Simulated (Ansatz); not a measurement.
According to plane-wave PAW r²SCAN (Ansatz code), C in the orthorhombic phase (Pnma; C on 4c, C on 4c, C on 4c, C on 4c) relaxes to a = 9.053 Å, b = 2.516 Å, c = 4.141 Å. C on 4c has 4 nearest neighbours from 1.54 Å (tetrahedral); C on 4c has 4 nearest neighbours from 1.54 Å (tetrahedral).

It is gapped at this level: 4.53 eV (indirect). HSE06 on the same cell gives 5.56 eV. The hole mass is 0.25, 0.74, 1.0 mₑ (principal values).

An equation-of-state fit gives a bulk modulus of 415 GPa. The elastic constants imply a Debye temperature near 2140 K.

The start of the workflow was typed in or built on a structure type; neither database checked (COD, Materials Project) lists it. It is not the phase usual at ambient conditions (space group No. 194, 227). Symmetry was held in the r²SCAN relaxation; its stability against distortions is not shown here.

Potentials: the later of the program's two PAW sets.
